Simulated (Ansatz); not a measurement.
NaCl, in the lowest among the structures calculated here: Fm-3m (No. 225), cF8, rock salt type; a = 5.608 Å, b = 5.608 Å, c = 5.608 Å, α = 90.00°, β = 90.00°, γ = 90.00°; Cl 4a (0.000, 0.000, 0.000); Na 4b (0.500, 0.500, 0.500). Method: r2SCAN (plane waves to 500 eV, PAW, scalar-relativistic; Ansatz, a first-principles code). Element references, the lowest calculated here: Na (P6₃/mmc, not the ambient form), Cl (Cmce); gases are represented by their molecular solids.

Total energies (eV/atom, σ → 0; comparable only within this code, potentials and settings):

```tsv
phase	E (eV/atom)
NaCl (Fm-3m)	-1288.164
Na (P6₃/mmc)	-1488.615
Cl (Cmce)	-1083.625
```

Problem. What is the formation energy of this Fm-3m form of NaCl from the elements?

Solution. E_f = -1288.164 − [1 × (-1488.615) + 1 × (-1083.625)] / 2 = -2.04 eV/atom (-4.1 eV per formula unit).

Static energies, no anion corrections, no zero-point energy. Values are rounded to 0.01 eV/atom. The compounds carry no spin polarisation.
